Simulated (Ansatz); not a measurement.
Crystals of one structure type (cubic perovskite) and one family of elements, relaxed and computed with r²SCAN (plane waves, PAW; program Ansatz).

```tsv
crystal	V (Å³/atom)	B₀ by P(V) fit (GPa)
KMgF3	12.62	78.0
KCaF3	17.22	?
CsCaF3	18.44	54.9
CsCaBr3	37.20	22.4
```

**Question.** Fit a straight line to ln B₀ against ln V and predict the withheld value.

**Answer.** Least squares on the 3 shown rows: ln B₀ = -1.17 × ln V + (7.360), with a scatter of 4 %. For KCaF3 this gives 56.3. The run itself gave 54.8, within the scatter.

Standing as an ambient phase not checked: KCaF3, cubic perovskite; CsCaF3, cubic perovskite; CsCaBr3, cubic perovskite. All cells were relaxed under the symmetry of their starts (and spin orders); stability against distortions was not tested throughout. Scalar-relativistic: spin–orbit coupling is off unless named, which matters more the heavier the elements.

Potentials: the later of the program's two PAW sets.
